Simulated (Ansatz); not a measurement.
ScCd3:
```
ScCd3
1.0
    6.33906     0.00000     0.00000
   -3.16953     5.48979     0.00000
    0.00000     0.00000     4.84773
Sc Cd
2 6
Cartesian
  0.00000   3.65986   1.21193
  3.16953   1.82993   3.63580
  3.16953   3.66454   1.21193
  0.00000   1.82525   3.63580
 -1.58882   4.57716   3.63580
  4.75835   0.91263   1.21193
  1.58071   0.91263   1.21193
  1.58882   4.57716   3.63580
```

Relaxed with r²SCAN. Special points in fractions of this cell's reciprocal vectors: Γ (0.000, 0.000, 0.000); M (0.500, 0.000, 0.000); K (0.333, 0.333, 0.000); A (0.000, 0.000, 0.500); L (0.500, 0.000, 0.500); H (0.333, 0.333, 0.500).

Task: List the band energies nearest the Fermi level at these points for plane-wave PAW r²SCAN (Ansatz code).

Result: In eV from the Fermi level; about four levels below and three above (degenerate sets whole), none deeper than 8.9 eV; points with the same levels are listed once.

```tsv
k	below	above
Γ	-2.70 -2.65 -2.65 -1.50	0.88 0.88 0.90 0.90
M	-1.15 -0.65 -0.49 -0.28	0.08 0.23 0.24
K	-1.75 -1.75 -1.11 -1.00	0.11 0.11 0.30 0.30
A	-1.22 -1.22 -1.22 -1.22	1.42 1.42 2.19 2.19 2.19 2.19
L	-2.69 -2.69 -1.97 -1.97	0.23 0.23 1.32 1.32
H	-0.34 -0.34 -0.10 -0.10	1.07 1.07 1.46 1.46
```

Space group P6_3/mmc. The first step of the workflow began from a Materials Project structure, measured or hypothetical; the Crystallography Open Database files this formula in space group No. 194, but the cells were not matched. Whether it is the stable phase at ambient conditions was not checked. Symmetry was held in the r²SCAN relaxation; its stability against distortions is not shown here. The run is not spin-polarised. Scalar-relativistic: spin–orbit coupling is off unless named, which matters more the heavier the elements.

Potentials: the later of the program's two PAW sets.
